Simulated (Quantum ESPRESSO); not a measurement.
Parts of the isotropic shielding in KCl, by GIPAW with PBE in a modified build of Quantum ESPRESSO, on JTH PAW datasets, 25 Ha, k-mesh 4×4×4 shifted:

```xyz
2
Lattice="0.0000 3.1262 3.1733 3.1262 0.0000 3.1733 3.1262 3.1262 0.0000" Properties=species:S:1:pos:R:3 pbc="T T T"
K      0.0000     0.0000     0.0000
Cl     3.1262     3.1262     3.1733
```
The cell was made here from a computed Materials Project entry: strained by +1 % along the cube axis and by -0.5 % across it, atoms relaxed (PBE without dispersion, pw.x of Quantum ESPRESSO, symmetry kept). The parent is KCl in Fm-3m. Stability against distortions was not tested.

The core term is that of the free atom's frozen core; the paramagnetic column sums the reconstruction terms. Shieldings are absolute and leave out the bulk-susceptibility term; a larger σ means a smaller chemical shift. By our sweeps, such settings leave a few ppm in absolute σ. The datasets of Cl hold no d projectors, which limits absolute σ on these atoms.

```csv
site,core,bare (smooth current),diamagnetic correction,paramagnetic corrections,σ_iso (ppm)
K (atom 1),1193.4,89.6,22.3,?,?
Cl (atom 2),1050.8,85.8,-12.0,?,?
```

Q: Complete the blanks.

A: 
- K (atom 1), paramagnetic corrections: -156.9
- K (atom 1), σ_iso (ppm): 1148.4
- Cl (atom 2), paramagnetic corrections: -222.1
- Cl (atom 2), σ_iso (ppm): 902.5
